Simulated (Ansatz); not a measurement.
Suppose K₂HBr takes space group P-6m2 (No. 187), with K on 2h; H on 1b; Br on 1e. A trial structure of K₂HBr was built thus: close-packed anion layers stacked AB, with sites between them filled layer by layer (elements of the layers in order: Br H).

Theory: DFT PBE, scalar-relativistic, plane waves, PAW in Ansatz. Cutoff 420 eV, Γ-centred mesh, Gaussian smearing, no spin polarisation.

The zero of energy is the elements' standard structures at the same level (H₂ as a molecule); no fitted shifts are applied. The references include crystalline Br.

Problem. Which cell and coordinates does it relax to?

Solution.

Space group P-6m2 (No. 187). a = 4.315 Å, b = 4.315 Å, c = 7.716 Å, α = 90.00°, β = 90.00°, γ = 120.00°
```
atom  site  symmetry       x       y       z
   K    2h       3m.  0.3333  0.6667  0.2751
   H    1b      -6m2  0.0000  0.0000  0.5000
  Br    1e      -6m2  0.6667  0.3333  0.0000
```

K has 3 H at 3.04 Å, 3 Br at 3.27 Å and 1 K at 3.47 Å; H is surrounded by 6 K at 3.04 Å; Br is surrounded by 6 K at 3.27 Å. Another local minimum with the same sites may exist.

Problem. And its energy and gap?

Solution. The energy over the elements is −0.918 eV/atom and the gap on the 6×6×4 mesh of the 4-atom cell is 3.32 eV. Whether it is stable depends on the other phases of the system, which aren't compared here.

The last run used Gaussian smearing of 0.02 eV. Kohn–Sham gaps at this level usually fall short of measured ones. The reference form of Br is held partly by dispersion forces, which this level lacks. With hydrogen, zero-point motion can shift formation energies by some tens of meV/atom. A structure relaxed within its symmetry needn't be a true minimum.
